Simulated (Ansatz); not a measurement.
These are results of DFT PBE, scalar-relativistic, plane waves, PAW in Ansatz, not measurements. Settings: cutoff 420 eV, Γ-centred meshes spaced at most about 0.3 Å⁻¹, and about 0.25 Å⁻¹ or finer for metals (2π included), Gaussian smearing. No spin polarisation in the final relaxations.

These are static total energies at zero pressure.

Two relaxed structures of SiBF:

1.

```cif
data_structure
_symmetry_space_group_name_H-M 'Pmmm'
_symmetry_Int_Tables_number 47
_cell_length_a 2.2204
_cell_length_b 3.7407
_cell_length_c 4.9980
_cell_angle_alpha 90.000
_cell_angle_beta 90.000
_cell_angle_gamma 90.000
_cell_volume 41.51
loop_
_atom_site_label
_atom_site_type_symbol
_atom_site_symmetry_multiplicity
_atom_site_Wyckoff_symbol
_atom_site_fract_x
_atom_site_fract_y
_atom_site_fract_z
_atom_site_occupancy
Si1 Si 1 e 0.00000 0.50000 0.00000 1
B1 B 1 c 0.00000 0.00000 0.50000 1
F1 F 1 a 0.00000 0.00000 0.00000 1
```

2.

```cif
data_structure
_symmetry_space_group_name_H-M 'P4/mmm'
_symmetry_Int_Tables_number 123
_cell_length_a 3.0349
_cell_length_b 3.0349
_cell_length_c 4.0227
_cell_angle_alpha 90.000
_cell_angle_beta 90.000
_cell_angle_gamma 90.000
_cell_volume 37.05
loop_
_atom_site_label
_atom_site_type_symbol
_atom_site_symmetry_multiplicity
_atom_site_Wyckoff_symbol
_atom_site_fract_x
_atom_site_fract_y
_atom_site_fract_z
_atom_site_occupancy
Si1 Si 1 d 0.50000 0.50000 0.50000 1
B1 B 1 b 0.00000 0.00000 0.50000 1
F1 F 1 a 0.00000 0.00000 0.00000 1
```

Question: Which would you expect to be lower, and how large is the difference?

Answer: Cell 2 is lower, by 0.51 eV/atom. Cell 1 has space group Pmmm (No. 47), 13.8 Å³/atom and no gap on its mesh; cell 2 has space group P4/mmm (No. 123), 12.4 Å³/atom and no gap. The shortest distance is 1.87 Å (Si–F) in cell 1 and 2.01 Å (B–F) in cell 2. Cell 1 holds Si–Si chains (shortest 2.22 Å); in cell 2 the shortest Si–Si distance is 3.03 Å. Even the lower one lies +0.12 eV/atom against the reference forms of the elements (uncorrected), a margin that errors in the energy of the gaseous reference can exceed. In cell 1, Si has 2 F at 1.87 Å and 2 Si at 2.22 Å; B is surrounded by 2 B at 2.22 Å and 2 F at 2.50 Å; F has 2 Si at 1.87 Å, 2 F at 2.22 Å and 2 B at 2.50 Å. In cell 2, Si has 4 B at 2.15 Å; around B lie 2 F at 2.01 Å and 4 Si at 2.15 Å; F is surrounded by 2 B at 2.01 Å (long contacts). Both come from invented guesses.

Weakly bound directions are ill-defined at this level, which has no dispersion term (Pmmm), and this can change margins and order among such cells. Cells relaxed within their symmetry can be saddle points.
